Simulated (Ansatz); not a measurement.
Cs2AgBiBr6: do energies and stresses tell the same story?

Computed with DFT PBE, scalar-relativistic, plane waves, PAW (Ansatz).

Cutoff 420 eV; k points 4×4×4 on the computed 10-atom cell (Γ-centred); Gaussian smearing, width 0.02 eV; no spin polarisation.

Relaxed cell: Fm-3m, a = 11.484 Å, b = 11.484 Å, c = 11.484 Å, α = 90.00°, β = 90.00°, γ = 90.00°, 10 atoms in the primitive cell.

Energies at zero smearing and pressures from the stress tensor, at volumes with shape and atoms relaxed:
```
V (Å³/atom) E − E(first) (meV/atom) P (GPa)
     35.592                     0.00     1.48
     36.728                    -7.43     0.65
     37.864                    -9.52    -0.03
     39.000                    -7.27    -0.59
     40.135                    -1.51    -1.03
```

Task: Check P = −dE/dV between neighbouring volumes, and get the bulk modulus from the pressures alone.

Result: With 1 eV/Å³ = 160.2 GPa:
```csv
middle V (Å³/atom),−ΔE/ΔV (GPa),mean P (GPa)
36.160,1.048,1.061
37.296,0.296,0.306
38.432,-0.318,-0.313
39.567,-0.813,-0.810
```

The two differ by 0.01 GPa at most. The mean of two end pressures misses the average over a step by about ΔV² P″/12, up to 0.01 GPa here; with that taken off 0.01 GPa remains. Around V = 37.864 Å³/atom, the two neighbours give B = −V ΔP/ΔV = 37.864 × 1.24 / 2.272 = 20.6 GPa, against B0 = 20.5 GPa from the Birch–Murnaghan fit of the energies.

Spin–orbit coupling is left out, which can shift energies with elements as heavy as these.